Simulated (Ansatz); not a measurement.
KI:
```xyz
2
Lattice="0.0000 3.5719 3.5719 3.5719 0.0000 3.5719 3.5719 3.5719 0.0000" Properties=species:S:1:pos:R:3 pbc="T T T"
K      0.0000     0.0000     0.0000
I      3.5719     3.5719     3.5719
```

Relaxed with HSE06.

Task: Give the Bader charges and basin volumes of the independent atoms, HSE06 in the plane-wave PAW code Ansatz.

Result: 

```json
[
 {"atom": "K1", "Bader charge (e)": "+0.84", "Bader volume (Å³)": "24.0"},
 {"atom": "I2", "Bader charge (e)": "-0.84", "Bader volume (Å³)": "65.6"}
]
```

Space group Fm-3m (rock salt). Symmetry was held in the HSE06 relaxation. Scalar-relativistic: spin–orbit coupling is off unless named, which matters more the heavier the elements.

Potentials: the later of the program's two PAW sets.
